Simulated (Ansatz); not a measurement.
A structure of PbSe relaxed with PBEsol (plane waves to 420 eV, PAW, scalar-relativistic; Ansatz, a first-principles code); single points at other levels follow on the same geometry (Ansatz, PAW; HSE06 at 420 eV on a 4×4×4 k-mesh; no spin-orbit coupling). Space group Fm-3m (No. 225).

```
PbSe
1.0
    6.10311     0.00000     0.00000
    0.00000     6.10311     0.00000
    0.00000     0.00000     6.10311
Pb Se
4 4
Direct
  0.75004   0.75004   0.75004
  0.25004   0.74996   0.24996
  0.24996   0.25004   0.74996
  0.74996   0.24996   0.25004
  0.25002   0.25002   0.25002
  0.75002   0.24998   0.74998
  0.74998   0.75002   0.24998
  0.24998   0.74998   0.75002
```

```csv
level,gap (eV),kind,conduction minimum
PBEsol,0.17,direct,–
HSE06,[?],–,–
```

### Question
Some entries are withheld; supply them.

### Answer

- HSE06, gap (eV): 0.66

HSE06 gaps come from a coarse mesh plus a few chosen points, so they may be too large. No spin polarisation in the result.

The run could not lose the symmetry of its start.
